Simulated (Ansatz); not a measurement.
The start is a relaxed BAs cell, doubled along one cell vector, shaken by Gaussian noise of σ = 0.08 Å a coordinate. The cell and all atomic positions are relaxed at zero pressure with PBEsol (plane waves to 420 eV, PAW, scalar-relativistic; Ansatz, a program for electronic structure). The first steps use a coarse 8×4×8 k-mesh.

Input geometry:
```
CELL_PARAMETERS angstrom
      0.00000     2.38388     2.38388
      4.76775     0.00000     4.76775
      2.38388     2.38388     0.00000
ATOMIC_POSITIONS crystal
  B  0.51834 0.26010 0.47124
  B  0.45161 0.76008 0.49296
  As 0.24295 0.12000 0.26205
  As 0.21103 0.66535 0.26362
```

### Question
How large is the pressure on the unrelaxed cell, and of which sign?

### Answer
+4.5 GPa (positive: the cell is compressed).

### Question
How much energy is released per atom?

### Answer
0.25 eV/atom.

### Question
How do the shortest distances between atoms change?

### Answer
The closest pairs of elements (up to four, under 3.6 Å), start → end: As–B 1.82 → 2.06 Å; As–As 3.12 → 3.37 Å; B–B 3.26 → 3.37 Å.

### Question
What band gap does the relaxed structure have at this level?

### Answer
1.08 eV, indirect (valence top at Γ, conduction bottom at 82 % of the way from Γ to X) (no spin-orbit coupling).

The end point of the relaxation:

Space group F-43m (No. 216); a = b = c = 4.7679 Å, α = β = γ = 90.00°

```csv
atom,site,symmetry,x,y,z
B,4b,-43m,0.5000,0.5000,0.5000
As,4c,-43m,0.2500,0.2500,0.2500
```
(The calculation used a cell of 2 atoms; values per cell refer to that cell.)

Final values are on a 12×12×12 k-mesh of the relaxed cell. No spin polarisation in the result.
